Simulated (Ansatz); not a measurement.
As (A7 type, space group R-3m)

```
CELL_PARAMETERS angstrom
      1.88053     1.08572     3.57784
     -1.88053     1.08572     3.57784
      0.00000    -2.17144     3.57784
ATOMIC_POSITIONS crystal
  As 0.22600 0.22600 0.22600
  As 0.77400 0.77400 0.77400
```

The relaxed cell is deformed in two ways at once: its volume V is scaled, and at that volume it is stretched along z (the c axis of the conventional cell) so that c/a changes. Fractional atomic positions are held.

Level of theory: r2SCAN+rVV10 (plane waves to 500 eV, PAW, scalar-relativistic; Ansatz, a quantum-chemistry and plane-wave program). k mesh 15×15×15 (Γ-centred), Fermi-Dirac smearing 0.05 eV. Compression counts positive. As the atoms are clamped, bonds stretch with the cell, which overstates energies and stresses. With partly filled bands, the response to shear is sensitive to the k mesh, so small differences along c/a are uncertain. As was relaxed with its symmetry unable to fall. 

### Question
Predict the P (GPa) at all points of the grid V/V₀ = 0.960, 0.980, 1.000, 1.020, 1.040 by (c/a)/(c/a)₀ = 0.920, 0.960, 1.000, 1.040, 1.080.

### Answer
P (GPa), with V/V₀ across and (c/a)/(c/a)₀ down:

| (c/a)/(c/a)₀ \ V/V₀ | 0.960 | 0.980 | 1.000 | 1.020 | 1.040 |
|---|---|---|---|---|---|
| 0.920 | 1.6 | 0.0 | -1.5 | -2.9 | -4.1 |
| 0.960 | 2.5 | 0.8 | -0.8 | -2.2 | -3.4 |
| 1.000 | 3.4 | 1.6 | 0.0 | -1.4 | -2.7 |
| 1.040 | 4.0 | 2.3 | 0.6 | -0.8 | -2.1 |
| 1.080 | 4.5 | 2.7 | 1.1 | -0.4 | -1.7 |

(A scan under strain: stresses follow from slopes of the energy per volume, elastic moduli from its curvatures.)
